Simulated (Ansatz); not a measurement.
MoSe2:
```xyz
3
Lattice="0.0000 3.0998 3.0998 3.0998 0.0000 3.0998 3.0998 3.0998 0.0000" Properties=species:S:1:pos:R:3 pbc="T T T"
Mo     0.0000     0.0000     0.0000
Se     1.5499     1.5499     1.5499
Se     4.6497     4.6497     4.6497
```

This is the PBE-relaxed structure.

All from PBE (plane waves, PAW; program Ansatz), unless another level is named. Give the electronic character.

metallic (no gap).

What about the formation energy from the elements (no fitted shifts)?

0.016 eV/atom.

And the density of states at the Fermi level?

1.3 states/eV per atom (mean over ±0.08 eV).

Give the gap with spin–orbit coupling.

none (metallic).

Space group Fm-3m (fluorite or antifluorite type). A made-up cell: these elements were put on the sites of a structure type; neither database checked (COD, Materials Project) lists it. It is not the phase usual at ambient conditions (space group No. 194). The cell was relaxed with PBE under the symmetry of its start; whether a distortion lowers the energy is not shown. The run is not spin-polarised. The references are the lowest solids computed at this level, not always the standard phases. Scalar-relativistic: spin–orbit coupling is off unless named, which matters more the heavier the elements.

Potentials: the earlier of the program's two PAW sets.
